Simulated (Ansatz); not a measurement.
Input:

TaTe:
```
CELL_PARAMETERS angstrom
      4.79066     0.00000     0.00000
      0.00000     3.39656     0.00000
      0.00000     0.00000     4.90038
ATOMIC_POSITIONS crystal
  Ta 0.25000 0.00000 0.77992
  Ta 0.75000 0.00000 0.22008
  Te 0.25000 0.50000 0.25690
  Te 0.75000 0.50000 0.74310
```

This is the r²SCAN-relaxed structure.

### Question
All from the program Ansatz at the r²SCAN level (PAW), unless another level is named. Predict the electronic character.

### Answer
metallic (no gap).

### Question
What about the density of states at the Fermi level?

### Answer
1.1 states/eV per atom (mean over ±0.08 eV).

### Question
What about the formation energy from the elements (no fitted shifts)?

### Answer
0.22 eV/atom.

Space group Pmma. The start of the workflow was typed in or built on a structure type; neither database checked (COD, Materials Project) lists it. Whether it is the stable phase at ambient conditions was not checked. The cell keeps a stress of up to 0.2 GPa. The r²SCAN relaxation kept the symmetry of its start; whether a distortion lowers the energy is not shown. The run is not spin-polarised. Its formation energy is positive at this level, so the cell may be metastable or incomplete. The references are the lowest solids computed at this level, not always the standard phases. Scalar-relativistic: spin–orbit coupling is off unless named, which matters more the heavier the elements.

Potentials: the later of the program's two PAW sets.
